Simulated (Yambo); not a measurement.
**Ca2Si: sweep of GW parameters**

G0W0@PBEsol for Ca$_{2}$Si (space group Fm-3m, No. 225) in Yambo. Reference settings: 4×4×4 Γ-centred k mesh, bands 3 to 164 and a 8 Ry block in the screening, 164 bands in G with the Bruneval-Gonze terminator, plasmon pole fitted at 27.2 eV. The PBEsol gap X → X on this mesh is 0.47 eV; G0W0 gaps are taken between the same points.

```
change from the reference      G0W0 gap X → X (eV)  shift of the valence edge (eV)        rough Yambo cost
-----------------------------  -------------------  ------------------------------  ----------------------
reference settings                            1.14                           -0.68                       1
56 bands in W, 56 bands in G                  1.06                           -0.42               about 1/3
101 bands in G                                1.14                           -0.67                       –
3 Ry block                                    0.99                           -0.50  within a factor of two
2 Ry block                                    0.91                           -0.42  within a factor of two
7 Ry block                                    1.12                           -0.65  within a factor of two
no random integration                         1.12                           -0.51                       –
2×2×2 mesh                                    1.13                           -0.63              about 1/10
56 bands in G, no terminator                  1.05                           -0.33                       –
101 bands in G, no terminator                 1.12                           -0.55                       –
no terminator                                 1.15                           -0.63                       –
```

The reference isn't shown to be the converged limit. Costs are rough (shared machines), scaled to the same edge states, and given only for runs that recompute the screening. In the run with 164 bands and a 8 Ry block, which covers more k points, the smallest G0W0 gap is 1.05 eV, L → X.

Geometry relaxed with PBEsol; primitive cell a = b = c = 5.0122 Å, α = β = γ = 60.00°.

The structure is a Materials Project entry; no match was found in the copy of COD used, and its stability was not checked.

A shift is the quasiparticle energy of the state minus its PBEsol energy.
